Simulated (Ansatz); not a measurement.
Geometry optimisation in Ansatz: input, command and trajectory.

```yaml
crystal:
  lattice:
    - [5.1557425901, 0.0, 0.0]
    - [-2.577871295, 4.4650040584, 0.0]
    - [0.0, 0.0, 7.1089930639]
  atoms:
    - { symbol: Cs, position: [0.0, 0.0, 0.3206478072] }
    - { symbol: Cs, position: [0.0, 0.0, 0.8206478072] }
    - { symbol: Se, position: [0.6666666667, 0.3333333333, 0.25] }
    - { symbol: Se, position: [0.3333333333, 0.6666666667, 0.75] }
basis:
  ecutwfc: 420
kpoints:
  mp_grid: { grid: [6, 6, 4] }
hamiltonian:
  xc: pbe
scf:
  occupations: { method: gaussian, width: 0.1 }
  lower_state_search: "off"
output:
  forces: true
  stress: true
  eigenvalues: true
relax:
  adjacent_minimum: "off"
  f_tol: 0.04
  max_steps: 70
  cell: { stress_tol: 0.4 }
```

```bash
ansatz run input.yaml --threads 1 --pin off --max-ram 2560MiB --backend cpu --events-out ev --progress --plain --runs-dir out
```

Method: Ansatz 0.2.0, DFT PBE, scalar-relativistic, plane waves, PAW.

Of 13 frames 9 are shown, positions in Å and forces in eV/Å; the SCF threshold varies from step to step. Steps run on the plane waves of an earlier cell, with a Pulay correction in the pressure. The basis is chosen afresh for the last frame, the zero of the energies, and at times for earlier ones too; energy and pressure step there, also at an unchanged geometry. Here that happened at step 8 (-4 meV/atom, 0.1 GPa); the frames before carry an error of that size.

```xyz
4
Lattice="5.1557 0.0000 0.0000 -2.5779 4.4650 0.0000 0.0000 0.0000 7.1090" Properties=species:S:1:pos:R:3:forces:R:3 pbc="T T T" step=1 free_energy_over_end_meV_per_atom=463.15 pressure_GPa=5.66
Cs    0.0000    0.0000    2.2795    0.0000    0.0000    0.2633
Cs    0.0000    0.0000    5.8340    0.0000    0.0000    0.2633
Se    2.5779    1.4883    1.7772    0.0000    0.0000   -0.2633
Se    0.0000    2.9767    5.3317    0.0000    0.0000   -0.2633
4
Lattice="5.4103 0.0000 0.0000 -2.7052 4.6855 0.0000 0.0000 0.0000 7.3205" Properties=species:S:1:pos:R:3:forces:R:3 pbc="T T T" step=2 free_energy_over_end_meV_per_atom=306.40 pressure_GPa=2.83
Cs    0.0000    0.0000    2.3745    0.0000    0.0000    0.2479
Cs    0.0000    0.0000    6.0348    0.0000    0.0000    0.2479
Se    2.7052    1.5618    1.8029    0.0000    0.0000   -0.2477
Se    0.0000    3.1237    5.4632    0.0000    0.0000   -0.2477
4
Lattice="5.7303 0.0000 0.0000 -2.8651 4.9626 0.0000 0.0000 0.0000 7.7930" Properties=species:S:1:pos:R:3:forces:R:3 pbc="T T T" step=4 free_energy_over_end_meV_per_atom=121.47 pressure_GPa=-0.46
Cs    0.0000    0.0000    2.9324    0.0000    0.0000    0.2311
Cs    0.0000    0.0000    6.8289    0.0000    0.0000    0.2311
Se    2.8651    1.6542    1.5147    0.0000    0.0000   -0.2310
Se    0.0000    3.3084    5.4112    0.0000    0.0000   -0.2310
4
Lattice="5.5190 0.0000 0.0000 -2.7595 4.7796 0.0000 0.0000 0.0000 8.0821" Properties=species:S:1:pos:R:3:forces:R:3 pbc="T T T" step=5 free_energy_over_end_meV_per_atom=51.58 pressure_GPa=-0.59
Cs    0.0000    0.0000    3.2685    0.0000    0.0000    0.0672
Cs    0.0000    0.0000    7.3095    0.0000    0.0000    0.0672
Se    2.7595    1.5932    1.3435    0.0000    0.0000   -0.0671
Se    0.0000    3.1864    5.3846    0.0000    0.0000   -0.0671
4
Lattice="5.2960 0.0000 0.0000 -2.6480 4.5865 0.0000 0.0000 0.0000 8.4375" Properties=species:S:1:pos:R:3:forces:R:3 pbc="T T T" step=6 free_energy_over_end_meV_per_atom=23.80 pressure_GPa=-0.37
Cs    0.0000    0.0000    3.4507    0.0000    0.0000    0.0218
Cs    0.0000    0.0000    7.6695    0.0000    0.0000    0.0218
Se    2.6480    1.5288    1.3642    0.0000    0.0000   -0.0215
Se    0.0000    3.0577    5.5830    0.0000    0.0000   -0.0215
4
Lattice="5.0478 0.0000 0.0000 -2.5239 4.3715 0.0000 0.0000 0.0000 8.7818" Properties=species:S:1:pos:R:3:forces:R:3 pbc="T T T" step=8 free_energy_over_end_meV_per_atom=7.14 pressure_GPa=0.12
Cs    0.0000    0.0000    3.6092    0.0000    0.0000   -0.0152
Cs    0.0000    0.0000    8.0001    0.0000    0.0000   -0.0152
Se    2.5239    1.4572    1.4021    0.0000    0.0000    0.0152
Se    0.0000    2.9144    5.7930    0.0000    0.0000    0.0152
4
Lattice="4.9380 0.0000 0.0000 -2.4690 4.2764 0.0000 0.0000 0.0000 9.0499" Properties=species:S:1:pos:R:3:forces:R:3 pbc="T T T" step=9 free_energy_over_end_meV_per_atom=4.32 pressure_GPa=0.23
Cs    0.0000    0.0000    3.6894    0.0000    0.0000    0.0682
Cs    0.0000    0.0000    8.2143    0.0000    0.0000    0.0682
Se    2.4690    1.4255    1.4749    0.0000    0.0000   -0.0683
Se    0.0000    2.8509    5.9999    0.0000    0.0000   -0.0683
4
Lattice="4.9035 0.0000 0.0000 -2.4518 4.2466 0.0000 0.0000 0.0000 9.3342" Properties=species:S:1:pos:R:3:forces:R:3 pbc="T T T" step=10 free_energy_over_end_meV_per_atom=1.15 pressure_GPa=0.02
Cs    0.0000    0.0000    3.8293    0.0000    0.0000    0.0019
Cs    0.0000    0.0000    8.4965    0.0000    0.0000    0.0019
Se    2.4518    1.4155    1.4972    0.0000    0.0000   -0.0019
Se    0.0000    2.8311    6.1643    0.0000    0.0000   -0.0019
4
Lattice="4.7786 0.0000 0.0000 -2.3893 4.1384 0.0000 0.0000 0.0000 9.7451" Properties=species:S:1:pos:R:3:forces:R:3 pbc="T T T" step=13 free_energy_over_end_meV_per_atom=0.00 pressure_GPa=-0.01
Cs    0.0000    0.0000    3.9986    0.0000    0.0000    0.0001
Cs    0.0000    0.0000    8.8711    0.0000    0.0000    0.0001
Se    2.3893    1.3795    1.5624    0.0000    0.0000   -0.0001
Se    0.0000    2.7589    6.4349    0.0000    0.0000   -0.0001
```

The start is a random arrangement. At the end the space group is P6_3/mmc (tolerance 0.05 Å).

It took 3.1 min on 1 thread of Arm Neoverse V1, on a shared host, peak memory 0.44 GiB.

The k mesh is coarse.